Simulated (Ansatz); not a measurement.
Al (fcc (Cu type), Fm-3m) at seven volumes, PBE (plane waves, PAW; program Ansatz), scaled uniformly. One row is withheld.

| V (Å³/atom) | P (GPa) |
|---|---|
| 15.002 | ? |
| 15.496 | 5.56 |
| 15.991 | 2.54 |
| 16.486 | 0.00 |
| 16.980 | -2.14 |
| 17.475 | -3.96 |
| 17.969 | -5.49 |

Q: Fit the shown pressures and predict the withheld one.

A: P = (3/2)B₀(x^(7/2) − x^(5/2))[1 + (3/4)(B′ − 4)(x − 1)] with x = (V₀/V)^(2/3). Least squares on the six rows gives V₀ = 16.486 Å³/atom, B₀ = 77.7 GPa, B′ = 4.63. At V = 15.002, x = 1.0649 and P = 9.12 GPa. The run itself gave 9.15 GPa.

Symmetry was held in the PBE relaxation.

Potentials: the later of the program's two PAW sets.
